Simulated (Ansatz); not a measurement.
Task: Name crystals whose computed values (plane-wave PAW r²SCAN+D4 (Ansatz code)) fall in these windows: electron conductivity mass (mₑ) 2.1 to 2.6; B₀ by P(V) fit (GPa) 16 to 20; gap (eV) 1.9 to 2.8.

Result: 

```
crystal                                     electron conductivity mass (mₑ)  B₀ by P(V) fit (GPa)  gap (eV)
------------------------------------------  -------------------------------  --------------------  --------
CrCl3, C2/m (Cr on 4g, Cl on 8j, Cl on 4i)                              2.2                  17.6      2.38
```
Others may fit too.

Spin orders computed, not proven ground states: CrCl3, C2/m (Cr on 4g, Cl on 8j, Cl on 4i) ferromagnetic. Standing as an ambient phase not checked: CrCl3, C2/m (Cr on 4g, Cl on 8j, Cl on 4i). The cell was relaxed under the symmetry of its start.

Potentials: the later of the program's two PAW sets.
